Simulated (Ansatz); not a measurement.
This cell of ScAl3 (Cu3Au type) is off equilibrium:

```
ScAl3
1.0
    4.13851     0.00000     0.00000
    0.00000     4.13851     0.00000
    0.00000     0.00000     4.13851
Al Sc
3 1
Direct
  0.00000   0.50000   0.50000
  0.50000   0.50000   0.00000
  0.50000   0.00000   0.50000
  0.00000   0.00000   0.00000
```

The numbers are results of PBEsol (plane waves to 420 eV, PAW, scalar-relativistic; Ansatz, a first-principles code), not measurements. k mesh 12×12×12 (Γ-centred), Fermi-Dirac smearing 0.05 eV. Energies are smeared free energies. Stress and pressure are positive under compression. ScAl3 is run without spin polarisation. ScAl3 was relaxed with its symmetry unable to fall.

Q: Give the stress tensor in GPa and the pressure.

A: 
```
   -4.0      0.0      0.0
    0.0     -4.0      0.0
    0.0      0.0     -4.0
```
The pressure, a third of the trace, is -4.0 GPa.

Q: It is the relaxed cell scaled evenly to V/V₀ = 1.050, atoms relaxed where free. What is its energy relative to the relaxed cell?

A: 11 meV/atom.

(Under strain, the slope of the energy per volume gives the stress and its curvature an elastic modulus.)
